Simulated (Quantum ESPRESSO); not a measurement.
# Band energies of BN

```
CELL_PARAMETERS angstrom
      2.51243     0.00000     0.00000
     -1.25621     2.17583     0.00000
      0.00000     0.00000     7.70726
ATOMIC_POSITIONS crystal
  B  0.33333 0.66667 0.25000
  B  0.66667 0.33333 0.75000
  N  0.33333 0.66667 0.75000
  N  0.66667 0.33333 0.25000
```

LDA (Quantum ESPRESSO, PseudoDojo norm-conserving, 84 Ry, without SOC); path ΓMKΓALHA,LM,KH; energies in eV from the valence-band maximum.

| k (1/Å) | point | band 4 | band 5 | band 6 | band 7 | band 8 | band 9 | band 10 | band 11 |
|---|---|---|---|---|---|---|---|---|---|
| 0.00 | Γ | -4.72 | -1.37 | -1.37 | -1.36 | -1.36 | 4.26 | 8.20 | 10.98 |
| 0.67 |  | -4.63 | -4.37 | -3.44 | -2.82 | -2.80 | 5.88 | 8.15 | 9.54 |
| 1.44 | M | -8.81 | -4.16 | -4.14 | -1.13 | -0.70 | 4.33 | 5.05 | 9.38 |
| 2.28 | K | -7.90 | -7.07 | -7.07 | -0.01 | -0.01 | 4.59 | 4.59 | 10.87 |
| 3.01 |  | -6.09 | -4.43 | -4.41 | -3.11 | -2.29 | 7.25 | 7.43 | 7.61 |
| 3.74 |  | -4.59 | -1.77 | -1.77 | -1.57 | -1.56 | 4.44 | 8.25 | 11.06 |
| 3.94 | Γ | -4.72 | -1.37 | -1.37 | -1.36 | -1.36 | 4.26 | 8.20 | 10.98 |
| 4.35 | A | -5.28 | -1.36 | -1.36 | -1.36 | -1.36 | 5.89 | 5.89 | 11.49 |
| 4.54 |  | -5.16 | -1.72 | -1.72 | -1.53 | -1.53 | 6.02 | 6.02 | 11.40 |
| 5.22 |  | -6.13 | -3.37 | -3.37 | -3.08 | -3.08 | 7.18 | 7.18 | 9.22 |
| 5.80 | L | -8.82 | -4.15 | -4.15 | -0.91 | -0.91 | 4.62 | 4.62 | 9.77 |
| 5.90 |  | -8.80 | -4.25 | -4.25 | -0.89 | -0.89 | 4.63 | 4.63 | 9.90 |
| 6.63 | H | -7.92 | -7.07 | -7.07 | 0.00 | 0.00 | 4.54 | 4.54 | 11.73 |
| 7.28 |  | -6.54 | -4.81 | -4.81 | -2.31 | -2.31 | 6.78 | 6.78 | 9.87 |
| 7.93 |  | -4.86 | -2.54 | -2.54 | -1.98 | -1.98 | 6.34 | 6.34 | 11.34 |
| 8.30 | A | -5.28 | -1.36 | -1.36 | -1.36 | -1.36 | 5.89 | 5.89 | 11.49 |
| 8.30 | L | -8.82 | -4.15 | -4.15 | -0.91 | -0.91 | 4.62 | 4.62 | 9.77 |
| 8.50 |  | -8.81 | -4.16 | -4.15 | -1.07 | -0.76 | 4.40 | 4.91 | 9.52 |
| 8.70 | M | -8.81 | -4.16 | -4.14 | -1.13 | -0.70 | 4.33 | 5.05 | 9.38 |
| 8.70 | K | -7.90 | -7.07 | -7.07 | -0.01 | -0.01 | 4.59 | 4.59 | 10.87 |
| 9.11 | H | -7.92 | -7.07 | -7.07 | 0.00 | 0.00 | 4.54 | 4.54 | 11.73 |

The LDA gap is indirect, 4.26 eV, from H to Γ; the smallest direct gap is 4.54 eV. Another valence extremum on the path lies within 0.02 eV, too close to call.

Geometry of the Materials Project entry, not relaxed at this level.

The distance between layers or molecules is the database entry's, not relaxed here. Functionals without dispersion can leave it too large, which widens gaps and weakens the response across layers: the numbers belong to this cell.
